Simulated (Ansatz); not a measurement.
Ru:
Space group P6₃/mmc (No. 194); a = 2.692 Å, b = 2.692 Å, c = 8.643 Å, α = 90.00°, β = 90.00°, γ = 120.00°

```json
[
 {"atom": "Ru", "site": "2a", "symmetry": "-3m.", "x": "0.0000", "y": "0.0000", "z": "0.0000"},
 {"atom": "Ru", "site": "2d", "symmetry": "-6m2", "x": "0.6667", "y": "0.3333", "z": "0.2500"}
]
```

Relaxed with r²SCAN.

Tabulate the valence density and the electron localisation function along the shortest Ru–Ru contact (2.66 Å), r²SCAN (plane waves, PAW; program Ansatz).



```tsv
distance from Ru (Å)	density (e/Å³)	ELF
0.27	10.29	0.55
0.40	8.16	0.61
0.53	5.75	0.61
0.67	3.54	0.55
0.80	1.86	0.45
0.93	0.93	0.33
1.06	0.58	0.27
1.20	0.45	0.28
1.33	0.41	0.31
1.46	0.45	0.29
1.60	0.59	0.29
1.73	0.94	0.35
1.86	1.89	0.46
2.00	3.58	0.56
2.13	5.78	0.61
2.26	8.18	0.61
2.40	10.29	0.55
```

The density is the valence pseudo-density with augmentation charge, so density and ELF within about 1 Å of a nucleus are not all-electron values.

Space group P6_3/mmc (dhcp (α-La type)). The start of the workflow was typed in or built on a structure type. Its sites differ from those of the usual phase in this space group: another stacking or structure type. Symmetry was held in the r²SCAN relaxation; whether a distortion lowers the energy is not shown. The run is not spin-polarised. Axis ratios of metals converge slowly with the k-mesh, so a and c are less sure than the volume.

Potentials: the earlier of the program's two PAW sets.
